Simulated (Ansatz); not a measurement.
This run works on a generated trial structure, not on a known crystal.

Input and command of a plane-wave DFT calculation in Ansatz:

```yaml
crystal:
  lattice:
    - [3.52131223, 0.0, 0.0]
    - [0.0, 3.52131223, 0.0]
    - [0.0, 0.0, 7.45851971]
  atoms:
    - { symbol: V, position: [0.0, 0.0, 0.86946432], spin: 2.0 }
    - { symbol: Hg, position: [0.0, 0.0, 0.25906428] }
    - { symbol: Hg, position: [0.5, 0.5, 0.19064667] }
    - { symbol: "N", position: [0.5, 0.0, 0.52980705] }
    - { symbol: "N", position: [0.0, 0.5, 0.52980705] }
basis:
  ecutwfc: 420
kpoints:
  mp_grid: { grid: [3, 3, 2] }
hamiltonian:
  xc: pbe
scf:
  occupations: { method: gaussian, width: 0.15 }
  lower_state_search: "off"
output:
  forces: true
  stress: true
  eigenvalues: true
  populations: true
magnetization:
  spin_polarized: true
relax:
  adjacent_minimum: "off"
  f_tol: 0.08
  max_steps: 16
  cell: { stress_tol: 0.8 }
```

```bash
ansatz run input.yaml --threads 1 --pin off --max-ram 2560MiB --backend cpu --events-out ev --progress --plain --runs-dir out
```

Processor: Intel(R) Xeon(R) Processor @ 2.70GHz, 1 thread, on a host shared with other jobs.

**Question.** How long does it run, and how much memory does it take?

**Answer.** About 110 s, peak memory 0.39 GiB. It solves 39 bands at 6 k points (after reduction by symmetry) with about 1751 plane waves (on the last cell), in 173 SCF iterations over 13 ionic steps.
